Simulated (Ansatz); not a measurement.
Given:

MoPd:
```xyz
2
Lattice="0.0000 2.5911 2.5911 2.5911 0.0000 2.5911 2.5911 2.5911 0.0000" Properties=species:S:1:pos:R:3 pbc="T T T"
Pd     0.0000     0.0000     0.0000
Mo     2.5911     2.5911     2.5911
```

This is the r²SCAN-relaxed structure.

All from plane-wave PAW r²SCAN (Ansatz code), unless another level is named. Give the density of states at the Fermi level.

1.5 states/eV per atom (mean over ±0.08 eV).

Predict the formation energy from the elements (no fitted shifts).

1.17 eV/atom.

Space group Fm-3m (rock salt). The start of the workflow was typed in or built on a structure type; neither database checked (COD, Materials Project) lists it. Its standing as an ambient phase is unchecked. The cell was relaxed with r²SCAN under the symmetry of its start. At this level the phase is mechanically unstable. The run is not spin-polarised. The volume moved by 15 % from the start of the relaxation. Its formation energy is positive at this level, so the cell may be metastable or incomplete. The references are the lowest solids computed at this level, not always the standard phases. Spin–orbit coupling is left out wherever it is not named.

Potentials: the later of the program's two PAW sets.
